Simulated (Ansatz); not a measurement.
MoS$_{2}$:
```cif
data_Mo2S4
_chemical_formula_sum 'Mo2 S4'
_space_group_name_H-M_alt 'P63/mmc'
_space_group_IT_number 194
_space_group_name_Hall '-P 6c 2c'
_cell_length_a 3.17714
_cell_length_b 3.17714
_cell_length_c 12.58084
_cell_angle_alpha 90.000
_cell_angle_beta 90.000
_cell_angle_gamma 120.000
loop_
_atom_site_label
_atom_site_type_symbol
_atom_site_symmetry_multiplicity
_atom_site_Wyckoff_symbol
_atom_site_fract_x
_atom_site_fract_y
_atom_site_fract_z
_atom_site_occupancy
Mo1 Mo 2 b 0.00000 0.00000 0.25000 1
S1 S 4 f 0.33333 0.66667 0.12665 1
```

Relaxed with r²SCAN+D4.

### Question
Give the optical modes at the zone centre with their infrared and Raman activity from DFPT, plane-wave PAW r²SCAN+D4 (Ansatz code).

### Answer
Transverse frequencies, without the LO–TO term; a row sums one degenerate level.

```csv
ω (cm⁻¹),degeneracy,IR ((D/Å)²/amu),Raman (Å⁴/amu),activity,symmetry
23,2,0.00,1.00,Raman,E2g
46,1,0.00,0,silent,B1g
285,2,0.00,0,silent,E2u
286,2,0.00,0.22,Raman,E1g
384,2,1.77,0,IR,E1u
385,2,0.00,1100,Raman,E2g
411,1,0.00,0,silent,B2u
417,1,0.00,1000,Raman,A1g
471,1,0.19,0,IR,A2u
476,1,0.00,0,silent,B1g
```

### Question
How high does the top mode go among those that the LO–TO term moves?

### Answer
386 cm⁻¹ for q along x, 386 cm⁻¹ for q along y.

Space group P6_3/mmc. The workflow started from a Materials Project entry (that database holds measured and hypothetical structures alike). Its sites differ from those of the usual phase in this space group: another stacking or structure type. The r²SCAN+D4 relaxation kept the symmetry of its start; phonons on a q-mesh show no instability. The run is not spin-polarised.

Potentials: the earlier of the program's two PAW sets.
